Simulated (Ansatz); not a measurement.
# What a change of settings does: Ba2F (CdCl2 type)

First run: DFT, LDA, all-electron PAW with datasets made for the crystal, scalar-relativistic (Ansatz 0.2.0).

Command: `ansatz run input.yaml --threads 1 --pin off --max-ram 3072MiB --backend cpu --events-out ev --progress --plain --runs-dir out` It took 21 s on 1 thread of Intel(R) Xeon(R) Platinum 8488C (Sapphire Rapids) (shared host), peak memory 0.83 GiB.

```yaml
crystal:
  lattice:
    - [2.0235502969, -1.1682973087, 6.7913901735]
    - [0.0, 2.3365946173, 6.7913901735]
    - [-2.0235502969, -1.1682973087, 6.7913901735]
  atoms:
    - { symbol: F, position: [0.0, 0.0, 0.0] }
    - { symbol: Ba, position: [0.2583934234, 0.2583934234, 0.2583934234] }
    - { symbol: Ba, position: [0.7416065766, 0.7416065766, 0.7416065766] }
kpoints:
  mp_grid: { grid: [9, 9, 9] }
scf:
  occupations: { method: fermi_dirac, width: 0.05 }
hamiltonian:
  xc: lda
  pseudopotentials: { kind: all_electron, datasets: crystal }
output:
  forces: true
  stress: true
  eigenvalues: true
  efg: { contact_densities: true }
```

The cell comes from a relaxation on PAW files under the same functional, begun from a prototype that needn't be the stable phase.

It converges in 11 SCF iterations at a pressure of -0.01 GPa.

A second input differs as follows:

```diff
   occupations: { method: fermi_dirac, width: 0.05 }
+  max_iter: 60
 hamiltonian:
   efg: { contact_densities: true }
+total_charge: -4
```

Q: What is wrong with it, and what does the program do?

A: The change was made to test a charge that the system can't hold. The run converges in 12 SCF iterations at a pressure of -28.5 GPa, largest force 0.086 eV/Å. A charged periodic cell stands on a neutralising background, which shapes its energy and pressure. Compare each number with the sound run's before taking it for a property of the system. The log ends:
```
            electrostatic potential = -736.527929 V   contact ρ = 3086.963211 e/Å³
  atom   2  Ba V_zz =    +2.915336   η = 0.0000   by run symmetry: allowed
            electrostatic potential = -9618.518896 V   contact ρ = 2057123.764634 e/Å³
  atom   3  Ba V_zz =    +2.915336   η = 0.0000   by run symmetry: allowed
            electrostatic potential = -9618.518896 V   contact ρ = 2057123.764634 e/Å³
--- Band table (eV; the first three rows and the last of 85) ---
  k-point 0: bands = ["-17.8503", "-17.5579", "-14.8672", "-3.3984", "-2.5499", "-2.5499", "-2.4581", "-2.4581", "-2.4383", "2.8455", "2.9097", "2.9097", "8.1565", "10.0480", "12.1417", "12.2452", "12.2452", "13.1936"]
  k-point 1: bands = ["-17.8230", "-17.5504", "-14.8846", "-3.3881", "-2.7184", "-2.6138", "-2.5276", "-2.4578", "-2.4454", "2.8908", "2.9374", "2.9397", "8.4509", "10.2042", "11.8671", "12.3552", "12.4057", "12.7128"]
  k-point 2: bands = ["-17.7503", "-17.5329", "-14.9308", "-3.3643", "-3.0241", "-2.7660", "-2.7393", "-2.4897", "-2.4886", "2.9331", "3.0028", "3.0834", "9.1305", "10.5241", "11.3918", "12.0083", "12.6574", "12.8288"]
  k-point 84: bands = ["-17.8015", "-17.5749", "-14.8820", "-3.1121", "-2.8474", "-2.6383", "-2.6149", "-2.5256", "-2.4567", "2.8807", "2.9356", "2.9489", "9.3442", "10.0560", "10.8472", "12.0062", "12.6684", "12.6696"]
```
